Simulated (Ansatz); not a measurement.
A generator proposed this cell of In2As3.

```cif
data_structure
_symmetry_space_group_name_H-M 'P 1'
_symmetry_Int_Tables_number 1
_cell_length_a 4.7555
_cell_length_b 4.7555
_cell_length_c 5.7418
_cell_angle_alpha 90.000
_cell_angle_beta 90.000
_cell_angle_gamma 120.000
_cell_volume 112.45
loop_
_atom_site_label
_atom_site_type_symbol
_atom_site_fract_x
_atom_site_fract_y
_atom_site_fract_z
_atom_site_occupancy
In1 In 0.33333 0.66667 0.13800 1
In2 In 0.66667 0.33333 0.86200 1
As1 As 0.00000 0.00000 0.00000 1
As2 As 0.33333 0.66667 0.62500 1
As3 As 0.66667 0.33333 0.37500 1
```

The calculation used DFT PBE, scalar-relativistic, plane waves, PAW in Ansatz. Plane waves to 420 eV, a k mesh through Γ of 6×6×4 on the computed 5-atom cell and Gaussian smearing (0.10 eV); no spin polarisation.

Formation energies are uncorrected and refer to the elements' standard structures at the same level.

Q: Estimate its pressure, forces and energy as it stands.

A: The pressure is 6.2 GPa (the mean over three directions, positive in compression), the largest force is 0.85 eV/Å, and the energy is +0.41 eV/atom against the elements. The shortest distance is 2.80 Å.

Q: Is it a good guess?

A: A rough one: relaxing gains about 0.36 eV/atom (the start's value is from the coarse mesh, so the gain is rough) in 23 ionic steps and ends at +0.06 eV/atom on the finer mesh. The symmetry stays P-3m1 (No. 164). The volume per atom grows by 28.8 %, from 22.5 to 29.0 Å³. The shortest distance goes from 2.80 Å (In–As) to 2.59 Å (As–As). The ratio c/a of the conventional cell changes by a factor of 1.53. Conventional cell: a = 4.488 Å, c = 8.300 Å. In is surrounded by 4 As at 2.76–2.91 Å; As on a site of symmetry -3m has 6 In at 2.91 Å; As on a site of symmetry 3m has 3 As at 2.59 Å and 1 In at 2.76 Å.

The last run used a 12×12×6 mesh (in the run's order of axes) for its 5-atom cell and Gaussian smearing of 0.10 eV. An odd number of electrons in the primitive cell allows no gap without spin; a larger cell or a magnetic state could open one. The cell is a metal run without spin; a magnetic state may lie lower. The reference form of As is held partly by dispersion forces, which this level lacks. The relaxation can't lower the symmetry of the start, and the grade says only how near the guess is to its own end. A later test with randomly moved atoms came back to the same energy, though modes that don't fit the test's cell weren't probed.
